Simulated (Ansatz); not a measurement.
In plane-wave PAW r²SCAN (Ansatz code), TaW in the rock salt structure (Fm-3m) relaxes to a = 5.344 Å. Ta has 6 nearest neighbours from 2.67 Å (octahedral); W has 6 nearest neighbours from 2.67 Å (octahedral). Against the elements it lies at 1.26 eV/atom, with no fitted shifts.

Electronic character: metallic (no gap). Gap from r²SCAN with spin–orbit coupling: none (metallic).

The bulk modulus is 188 GPa. The relaxed-ion elastic constants in GPa are C11 = 508, C12 = 26.7, C44 = -91.1. Bader charges are Ta +0.59, W -0.59 e.

The start of the workflow was typed in or built on a structure type; neither database checked (COD, Materials Project) lists it. Its standing as an ambient phase is unchecked. The cell was relaxed with r²SCAN under the symmetry of its start. At this level the phase is mechanically unstable. The run is not spin-polarised. Its formation energy is positive at this level, so the cell may be metastable or incomplete. As this level gives no gap, shear constants depend on the k-mesh and smearing (Fermi–Dirac, 0.1 eV here). The references are the lowest solids computed at this level, not always the standard phases. Spin–orbit coupling is left out wherever it is not named.

Potentials: the later of the program's two PAW sets.
